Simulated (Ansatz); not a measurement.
TaTlO3: moving Tl off its site

TaTlO3, Pm-3m, a = 4.083 Å (as given, not relaxed at this level: -6.9 GPa). The structure is a Materials Project entry; whether it is the stable form wasn't checked. Ansatz: PBEsol, PAW, 420 eV, Γ-centred 8×8×8 mesh on 5 atoms, Gaussian smearing 0.05 eV; no spin polarisation.

```yaml
crystal:
  lattice:
    - [4.08285, 0.00000, 0.00000]
    - [0.00000, 4.08285, 0.00000]
    - [0.00000, 0.00000, 4.08285]
  atoms:
    - { symbol: Ta, position: [0.50000, 0.50000, 0.50000] }
    - { symbol: Tl, position: [0.00000, 0.00000, 0.00000] }
    - { symbol: O, position: [0.50000, 0.50000, 0.00000] }
    - { symbol: O, position: [0.50000, 0.00000, 0.50000] }
    - { symbol: O, position: [0.00000, 0.50000, 0.50000] }
```

Atom 2 (Tl) moves by x along the unit vector (1.000, 0.000, 0.000), with its periodic images; all else is held. y is the free energy of the cell over the start, F the force along the path summed over the moved atoms. Symmetry makes y even in x.

| x (Å) | y (meV) | F (eV/Å) |
| --- | --- | --- |
| -0.200 | 68.8 | 0.70 |
| -0.100 | 16.9 | 0.34 |
| 0.000 | 0.0 | 0.00 |
| 0.025 | 1.1 | -0.08 |
| 0.050 | 4.2 | -0.17 |
| 0.075 | 9.5 | -0.25 |
| 0.125 | 26.5 | -0.43 |
| 0.150 | ? | ? |
| 0.175 | 52.4 | -0.61 |

Task: Fit y = c2 x² + c4 x⁴ to the energies of the other rows, give the force constant, and predict energy and force of the missing row.

Result: Least squares on the rows shown. y = 1681 x² + 974.6 x⁴. The force constant is 2 c2 = 3.36 eV/Å², for the cell as given, at -6.9 GPa (for all images moving together, not for a lone atom). The force −dy/dx at the missing row is -0.52 eV/Å (computed -0.52). At x = 0.150 the fit asked for gives 38.3 meV. The run gave 38.3 meV, the same to the digits shown.

Spin–orbit coupling is left out, which can shift energies with elements as heavy as these.

Symmetry holds off the tilts and polar distortions that many cubic perovskites undergo.